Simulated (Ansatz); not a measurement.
Hg:
```xyz
1
Lattice="-1.8952 1.8952 1.5548 1.8952 -1.8952 1.5548 1.8952 1.8952 -1.5548" Properties=species:S:1:pos:R:3 pbc="T T T"
Hg     0.0000     0.0000     0.0000
```

Relaxed with LDA. Special points in fractions of this cell's reciprocal vectors: Γ (0.000, 0.000, 0.000); X (0.000, 0.000, 0.500); M (-0.500, 0.500, 0.500); Z (0.418, 0.418, -0.418); Z0 (-0.418, 0.582, 0.418); P (0.250, 0.250, 0.250); N (0.000, 0.500, 0.000).

Task: List the band energies nearest the Fermi level at these points for plane-wave PAW LDA (Ansatz code).

Result: In eV from the Fermi level; about four levels below and three above (degenerate sets whole), none deeper than 8.9 eV; … stands for higher levels left out; points with the same levels are listed once.

```json
[
 {"k": "Γ", "below": "-6.82 -6.82 -6.79 -5.94", "above": "…"},
 {"k": "X", "below": "-6.32 -5.53 -2.07 -1.94", "above": "…"},
 {"k": "M", "below": "-7.98 -5.66 -5.66 -5.48", "above": "2.38 2.38 …"},
 {"k": "Z", "below": "-7.83 -5.99 -5.99 -5.61", "above": "2.15 …"},
 {"k": "P", "below": "-7.05 -6.25 -5.87 -0.17", "above": "2.74 …"},
 {"k": "N", "below": "-5.63 -5.51 -1.18 -0.33", "above": "…"}
]
```

Space group I4/mmm (body-centred tetragonal). The first step of the workflow began from a Materials Project structure, measured or hypothetical; the Crystallography Open Database copy checked does not list it. It is not the usual solid phase (space group No. 166). The LDA relaxation kept the symmetry of its start; its stability against distortions is not shown here. The substance is a gas or liquid at ambient conditions. Scalar-relativistic: spin–orbit coupling is off unless named, which matters more the heavier the elements.

Potentials: the later of the program's two PAW sets.
